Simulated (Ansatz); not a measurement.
BaTiO₃:
```yaml
crystal:
  lattice:
    - [3.99442, 0.00000, 0.00000]
    - [0.00000, 3.99442, 0.00000]
    - [0.00000, 0.00000, 3.99442]
  atoms:
    - { symbol: Ba, position: [0.50000, 0.50000, 0.50000] }
    - { symbol: Ti, position: [0.00000, 0.00000, 0.00000] }
    - { symbol: O, position: [0.50000, 0.00000, 0.00000] }
    - { symbol: O, position: [0.00000, 0.50000, 0.00000] }
    - { symbol: O, position: [0.00000, 0.00000, 0.50000] }
```

Relaxed with r²SCAN. Special points in fractions of this cell's reciprocal vectors: Γ (0.000, 0.000, 0.000); X (0.000, 0.500, 0.000); M (0.500, 0.500, 0.000); R (0.500, 0.500, 0.500).

**Question.** List the band energies nearest the valence-band maximum at these points for DFT-r²SCAN with spin–orbit coupling in the program Ansatz with PAW potentials.

**Answer.** In eV from the valence-band maximum; about four levels below and three above (degenerate sets whole), none deeper than 8.9 eV; points with the same levels are listed once.

| k | below | above |
|---|---|---|
| Γ | -0.06 -0.06 -0.06 -0.06 | 2.16 2.16 2.16 2.16 |
| X | -0.72 -0.72 -0.68 -0.68 | 2.29 2.29 3.87 3.87 |
| M | -0.78 -0.78 -0.06 -0.06 | 3.89 3.89 3.91 3.91 |
| R | 0.00 0.00 0.00 0.00 | 4.58 4.58 4.58 4.58 |

Space group Pm-3m (cubic perovskite). This is a known high-temperature phase of the composition, computed here at zero pressure and temperature. The r²SCAN relaxation kept the symmetry of its start. At this level the phase is dynamically unstable (imaginary phonons). The run is not spin-polarised.

Potentials: the earlier of the program's two PAW sets.
